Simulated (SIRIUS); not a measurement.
SIRIUS run on In2Se3 (P-1, 5 atoms in the cell; from Materials Project mp-1017565, changed as shown): self-consistent single point.

Level of theory: LDA (PW92), PseudoDojo 0.4 standard norm-conserving LDA (tails mended) pseudopotentials (plane waves; SIRIUS).

The change in words: lattice scaled by 0.98. Reference geometry (P-1):
```
In2Se3
1.0
    3.97541     0.00000     0.00000
    1.98610     3.44403     0.00000
    0.01644     0.02834     9.86408
In Se
2 3
Cartesian
  2.00143   1.17386   7.99355
  3.97652   2.29851   1.87052
  0.00000   0.00000   0.00000
  1.98864   1.14977   3.19251
  3.98931   2.32260   6.67157
```

Reference input (self-consistent single point, DFT, LDA (PW92), plane waves, PseudoDojo 0.4 standard norm-conserving LDA (tails mended) pseudopotentials): parameters.ngridk = 5 5 2; parameters.xc_functionals = [XC_LDA_X, XC_LDA_C_PW]; parameters.gk_cutoff = 9.274 1/bohr; parameters.pw_cutoff = 18.548 1/bohr; parameters.smearing = fermi_dirac; parameters.smearing_width = 0.00367493 Ha; potentials = PseudoDojo 0.4 standard norm-conserving LDA (tails mended) pseudopotentials; parameters.electronic_structure_method = pseudopotential; parameters.num_bands = 44; parameters.num_mag_dims = 0; parameters.num_dft_iter = 100; parameters.energy_tol = 1e-07 Ha. This run's input differs from it in these lines:

```diff
@@ -32,5 +32,5 @@
     "lattice_vectors": [
-      [7.5124361331, 0.0, 0.0],
-      [3.7531812767, 6.5082791342, 0.0],
-      [0.0310689872, 0.0535510589, 18.6404021125]
+      [7.3621877884, 0.0, 0.0],
+      [3.6781175755, 6.378112909, 0.0],
+      [0.0304472673, 0.0524795842, 18.2675931632]
     ],
@@ -44,4 +44,4 @@
       "In": [
-        [2.0014255033, 1.1738567727, 7.9935512681],
-        [3.9765234967, 2.2985142273, 1.8705247319]
+        [1.9613969007, 1.1503793291, 7.8336798538],
+        [3.8969930993, 2.2525436709, 1.8331141462]
       ],
@@ -49,4 +49,4 @@
         [0.0, 0.0, 0.0],
-        [1.9886377757, 1.1497664426, 3.1925081974],
-        [3.9893112243, 2.3226045574, 6.6715678026]
+        [1.9488650154, 1.1267709235, 3.1286578781],
+        [3.9095249846, 2.2761520765, 6.5381361219]
       ]
```

Log, with long lists cut:

```
[find] density tolerance         : 1e-06
[find] total energy tolerance    : 1e-07
[find] iter_solver_tol (initial) : 0.01
[find] iter_solver_tol (target)  : 1e-13
[find] num_dft_iter              : 100
Charges and magnetic moments
--------------------------------------------------------------------------------
total charge          : 74.000000
[find] | SCF iteration   0 out of 100|
[diagonalize] iterative solver tolerance (occupied, empty): 0.01 0.01
[diagonalize] average number of iterations: 2.69231
[find] Charges and magnetic moments
[find] total charge          : 74.000000
[find] Energy
   [... lines left out ...]

[find] Charges and magnetic moments
[find] total charge          : 74.000000
[find] Energy
[find] smearing (-TS)                 :      -0.00120509
[find] Total energy                   :    -496.12294593 (Ha),    -992.24589186 (Ry)
[find] Free energy (E-TS)             :    -496.12415102 (Ha),    -992.24830204 (Ry)
[find] band gap (eV)                  :       0.41891277
[find] Efermi                         :       0.30593736
[find] iteration : 20, RMS (target) : 9.8126e-07 (1.0000e-06) , energy difference (target) : -5.7645e-10 (1.0000e-07)
[find] bands are converged : false
[find] iterative solver converged : false
[find] converged after 21 SCF iterations!
[find] Charges and magnetic moments
[find] total charge          : 74.000000
[find] Energy
[find] smearing (-TS)                 :      -0.00120509
[find] Total energy                   :    -496.12294593 (Ha),    -992.24589186 (Ry)
[find] Free energy (E-TS)             :    -496.12415102 (Ha),    -992.24830204 (Ry)
[find] band gap (eV)                  :       0.41891277
[find] Efermi                         :       0.30593736
[ground_state] === stress tensor components [kbar] ===
[ground_state] === stress_total ===
[ground_state]   -13.854711   -0.060868    0.054761
[ground_state]    -0.060868  -13.857181    0.071515
[ground_state]     0.054761    0.071515   -6.302341
[ground_state] ==== total Forces in Ha/bohr =====
[ground_state] atom:    0, force:       0.0000622      0.0000787      0.0057587
[ground_state] atom:    1, force:      -0.0000622     -0.0000787     -0.0057587
[ground_state] atom:    2, force:       0.0000000      0.0000000      0.0000000
[ground_state] atom:    3, force:       0.0000277      0.0000419      0.0076647
[ground_state] atom:    4, force:      -0.0000277     -0.0000419     -0.0076647
```

The run converged in 21 iterations. SIRIUS prints the stress tensor with tension positive. Against the reference run the free energy goes down by 8.5 meV/atom, the pressure goes from -2.63 to 1.13 GPa and the largest force goes from 0.125 to 0.394 eV/Å.

The structure comes from a collection of computed structures, made at another level of theory; the collection holds predicted forms beside known ones.

Cost on one core: roughly 5 core-minutes.

The gap that the log prints is read on the run's mesh, which can miss the band edges or a crossing.

“Tails mended”: in these copies of the files the far tail of each local potential was reset to the Coulomb form.
